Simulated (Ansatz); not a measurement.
AgC₆:
```
CELL_PARAMETERS angstrom
      4.23524     0.00000     0.00000
     -2.11762     3.66782     0.00000
      0.00000     0.00000     5.97147
ATOMIC_POSITIONS crystal
  C  0.33348 0.33348 0.00000
  C  0.66652 0.00000 0.00000
  C  0.00000 0.66652 0.00000
  C  0.33348 0.00000 0.00000
  C  0.66652 0.66652 0.00000
  C  0.00000 0.33348 0.00000
  Ag 0.00000 0.00000 0.50000
```

Relaxed with r²SCAN+D4. Special points in fractions of this cell's reciprocal vectors: Γ (0.000, 0.000, 0.000); M (0.500, 0.000, 0.000); K (0.333, 0.333, 0.000); A (0.000, 0.000, 0.500); L (0.500, 0.000, 0.500); H (0.333, 0.333, 0.500).

### Question
List the band energies nearest the Fermi level at these points for r²SCAN+D4 (plane waves, PAW; program Ansatz).

### Answer
In eV from the Fermi level; about four levels below and three above (degenerate sets whole), none deeper than 8.9 eV; points with the same levels are listed once.

```
k                          below           above
-  -----------------------------  --------------
Γ        -0.69 -0.69 -0.56 -0.56  5.64 8.15 8.15
M        -3.77 -3.67 -3.67 -2.85  0.45 1.00 1.78
K        -3.79 -3.79 -3.62 -3.62  0.89 2.92 2.92
A        -0.80 -0.80 -0.66 -0.66  2.93 8.15 8.15
L        -3.80 -3.67 -3.62 -3.33  0.76 1.80 2.69
H  -3.86 -3.86 -3.77 -3.77 -3.58  1.82 3.77 3.77
```

Space group P6/mmm. A made-up cell: these elements were put on the sites of a structure type; neither database checked (COD, Materials Project) lists it. Whether it is the stable phase at ambient conditions was not checked. The r²SCAN+D4 relaxation kept the symmetry of its start; whether a distortion lowers the energy is not shown. No spin polarisation was allowed. Spin–orbit coupling is left out wherever it is not named.

Potentials: the later of the program's two PAW sets.
